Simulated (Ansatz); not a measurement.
**GdSn (CsCl-type structure)**

Method: PBE+U (U_eff = 6 eV on Gd 4f), scalar-relativistic; collinear spin; PAW, 420 eV, 8×8×8 k-mesh, Gaussian smearing of 0.05 eV; code Ansatz. The datasets are Ansatz's generated set soft_2.

```xyz
2
Lattice="3.8247 0.0000 0.0000 0.0000 3.8247 0.0000 0.0000 0.0000 3.8247" Properties=species:S:1:pos:R:3 pbc="T T T"
Gd    0.0000    0.0000    0.0000
Sn    1.9123    1.9123    1.9123
```

The start was a prototype's sites filled with these elements, not a measured cell.

Magnetic state: ferromagnetic, site spin moments Gd 7.30 μB.

Task: Which orbitals carry the states at the Fermi level, and how many states are there?

Result: Within 0.1 eV of it: Gd 5d 64 %, Sn 5p 29 % (shares among the projected shells; no valence p shell of Gd is among them). The density of states at the Fermi level is about 2.4 states/eV per cell, averaged over 0.3 eV.

Density of states (tetrahedra, averaged over 0.4 eV; states/eV per cell of 2 atoms; energy in eV from the Fermi level; projections on Löwdin-orthogonalised atomic orbitals, summed over sites):

```csv
E,total,Gd 4f down,Sn 5p,Gd 5d up,Gd 5d down,Sn 5s
-7.65,0.7,0.0,0.1,0.0,0.0,0.5
-7.25,1.5,0.0,0.1,0.1,0.1,1.1
-6.85,1.2,0.0,0.1,0.2,0.2,0.8
-6.45,0.4,0.0,0.0,0.1,0.1,0.3
-6.05,0.2,0.0,0.0,0.0,0.0,0.1
-5.65,0.1,0.0,0.0,0.0,0.0,0.1
-5.25,0.0,0.0,0.0,0.0,0.0,0.0
-4.85,0.0,0.0,0.0,0.0,0.0,0.0
-4.45,0.1,0.0,0.0,0.0,0.0,0.0
-4.05,0.3,0.0,0.1,0.0,0.0,0.0
-3.65,0.5,0.0,0.3,0.1,0.0,0.0
-3.25,0.9,0.0,0.5,0.2,0.1,0.0
-2.85,1.8,0.0,1.0,0.3,0.2,0.0
-2.45,1.5,0.0,0.9,0.2,0.3,0.0
-2.05,1.3,0.0,0.8,0.2,0.2,0.0
-1.65,1.3,0.0,0.7,0.3,0.2,0.0
-1.25,1.2,0.0,0.6,0.3,0.2,0.0
-0.85,1.1,0.0,0.5,0.3,0.2,0.1
-0.45,1.2,0.0,0.4,0.3,0.2,0.1
-0.05,2.3,0.0,0.7,1.2,0.2,0.1
0.35,2.1,0.0,0.8,0.7,0.4,0.0
0.75,2.0,0.0,0.6,0.5,0.7,0.0
1.15,1.7,0.1,0.3,0.2,0.9,0.0
1.55,1.6,0.1,0.2,0.9,0.4,0.0
1.95,1.5,0.1,0.2,0.8,0.2,0.0
2.35,2.5,0.7,0.1,0.6,0.8,0.1
2.75,16.0,14.4,0.1,0.5,0.6,0.1
3.15,3.6,1.6,0.2,0.6,0.8,0.2
3.55,1.6,0.2,0.2,0.4,0.5,0.2
3.95,1.8,0.1,0.3,0.6,0.6,0.1
4.35,1.8,0.0,0.3,0.7,0.5,0.2
4.75,1.2,0.0,0.3,0.3,0.4,0.1
5.15,1.8,0.0,0.5,0.3,0.6,0.0
5.55,2.0,0.0,0.6,0.3,0.7,0.0
5.95,1.9,0.0,0.6,0.2,0.6,0.0
```

Spin–orbit coupling, which matters for such heavy elements, is left out. The run wasn't fully tested for a lower electronic state. Site moments are of spin, integrated over atomic spheres. The moments were started parallel, and the real magnetic order may be another.
